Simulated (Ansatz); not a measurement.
Relaxed-ion elastic tensor of NbN (NiAs type, P6_3/mmc) in GPa (Voigt order), PBEsol (plane waves, PAW; program Ansatz); density 8.51 g/cm³, 10.44 Å³ per atom.

```
621  221  181  0.0  0.0  0.0
221  621  181  0.0  0.0  0.0
181  181  662  0.0  0.0  0.0
0.0  0.0  0.0  211  0.0  0.0
0.0  0.0  0.0  0.0  211  0.0
0.0  0.0  0.0  0.0  0.0  200
```

### Question
Is the crystal mechanically stable?

### Answer
Yes: the smallest eigenvalue of C is 200 GPa.

### Question
Work out the Voigt, Reuss and Hill averages.

### Answer
K_V = 341, K_R = 341, K_H = 341; G_V = 213, G_R = 212, G_H = 212 GPa.

### Question
Give Young's modulus, Poisson's ratio, Pugh's ratio and the universal anisotropy index.

### Answer
E = 9KG/(3K + G) = 527 GPa; ν = 0.24; K/G = 1.61 (brittle by the Pugh limit of 1.75); A_U = 5G_V/G_R + K_V/K_R − 6 = 0.02.

### Question
Estimate the sound speeds and the Debye temperature.

### Answer
v_l = √((K + 4G/3)/ρ) = 8570 m/s, v_t = √(G/ρ) = 4990 m/s, mean 5540 m/s; Θ = (h/k)(3n/4πV)^(1/3) v_m = 755 K.

### Question
Solve the Christoffel equation for the three sound speeds along x, y, z.

### Answer
Eigenvalues of C_ijkl n_j n_l equal ρv². In km/s, slowest first: x 4.85, 4.98, 8.55; y 4.85, 4.98, 8.55; z 4.98, 4.98, 8.83.

### Question
How much does each axis shrink under pressure?

### Answer
Linear compressibilities β_i = Σ_j S_ij (j = 1 to 3): x 0.98, y 0.98, z 0.97 per TPa.

The workflow started from a Materials Project entry (that database holds measured and hypothetical structures alike); the Crystallography Open Database files this formula in space group No. 194, but the cells were not matched. It is not the phase usual at ambient conditions (space group No. 225). Symmetry was held in the PBEsol relaxation; whether a distortion lowers the energy is not shown. The run is not spin-polarised. As this level gives no gap, shear constants depend on the k-mesh and smearing (Fermi–Dirac, 0.1 eV here).

Potentials: the later of the program's two PAW sets.
